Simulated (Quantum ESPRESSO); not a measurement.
Space group C2/m (No. 12); a = 7.230 Å, b = 9.533 Å, c = 3.589 Å, α = 90.00°, β = 90.73°, γ = 90.00°

```tsv
atom	site	symmetry	x	y	z
O	4h	2	0.5000	0.2165	0.5000
O	4i	m	0.2509	0.0000	0.2178
Sr	4e	-1	0.2500	0.2500	0.0000
Ag	2c	2/m	0.5000	0.5000	0.5000
Ag	2d	2/m	0.0000	0.5000	0.5000
```
(The calculation used a cell of 8 atoms; values per cell refer to that cell.)

The geometry is that of Materials Project entry mp-997086, symmetrised and not relaxed again.

What does PBEsol (pw.x of Quantum ESPRESSO, ONCV potentials, no spin-orbit coupling) give for the electronic structure near the Fermi level?

The PBEsol gap is indirect, 0.71 eV, from 67 % of the way from Z to I to N; the smallest direct gap is 0.94 eV. Spin-orbit splittings are left out.

The structure is a Materials Project entry; no match was found in the copy of COD used, and its stability was not checked.
